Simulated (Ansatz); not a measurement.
Given:

CrB₄:
```
CrB4
1.0
    4.68147     0.00000     0.00000
    0.00000     5.44764     0.00000
    0.00000     0.00000     2.82706
Cr B
2 8
Direct
  0.50000   0.50000   0.50000
  0.00000   0.00000   0.00000
  0.66353   0.86808   0.50000
  0.33647   0.13192   0.50000
  0.16353   0.63192   0.00000
  0.83647   0.36808   0.00000
  0.72545   0.18003   0.50000
  0.27455   0.81997   0.50000
  0.22545   0.31997   0.00000
  0.77455   0.68003   0.00000
```

This is the PBEsol-relaxed structure.

Task: All from PBEsol (plane waves, PAW; program Ansatz), unless another level is named. Predict the electronic character.

Result: metallic (no gap).

Task: Give the formation energy from the elements (no fitted shifts).

Result: -34 kJ/mol of atoms.

Task: Next, the density of states at the Fermi level?

Result: 0.08 states/eV per atom (mean over ±0.08 eV).

Space group Pnnm. The first step of the workflow began from a Materials Project structure, measured or hypothetical; the Crystallography Open Database copy checked does not list it. COD files the formula under space group No. 71. Whether it is the stable phase at ambient conditions was not checked. The cell was relaxed with PBEsol under the symmetry of its start; whether a distortion lowers the energy is not shown. The run is not spin-polarised. The references are the lowest solids computed at this level, not always the standard phases.

Potentials: the later of the program's two PAW sets.
